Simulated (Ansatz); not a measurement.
**Al₃GaAs₄: relaxed-ion elastic tensor**

Computed with DFT PBE, scalar-relativistic, plane waves, PAW in Ansatz. Settings: 420 eV plane-wave cutoff, Γ-centred 8×4×6 mesh, fixed occupations. No spin polarisation.

The cell, relaxed at this level:
```
CELL_PARAMETERS angstrom
4.05498 0.00000 0.00000
0.00000 8.10891 0.00000
0.00000 0.00000 5.73024
ATOMIC_POSITIONS crystal
Al 0.00000 0.00000 0.00033
Al 0.50000 0.24972 0.50001
Al 0.50000 0.75028 0.50001
Ga 0.00000 0.50000 0.99987
As 0.00000 0.75078 0.74912
As 0.50000 0.00000 0.24987
As 0.00000 0.24922 0.74912
As 0.50000 0.50000 0.25168
```

The structure comes from a generated guess, relaxed at this level; another structure or a mixture of phases may lie lower.

Question: Give the relaxed-ion elastic constants (GPa, Voigt order xx yy zz yz xz xy, on the Cartesian axes of the cell above).

Answer:
```
126.4  23.6  47.1   0.0   0.0   0.0
 23.7 126.2  47.1   0.0   0.0   0.0
 47.0  47.1 102.6   0.0   0.0   0.0
  0.0   0.0   0.0  51.1   0.0   0.0
  0.0   0.0   0.0   0.0  51.1   0.0
  0.0   0.0   0.0   0.0   0.0  27.8
```

Question: Is the crystal stable against homogeneous strain?

Answer: Yes: the least eigenvalue of the tensor is 27.8 GPa.

Question: And the moduli of a polycrystal (Hill averages)?

Answer: B = 66 GPa, G = 40 GPa, E = 100 GPa, ν = 0.25.
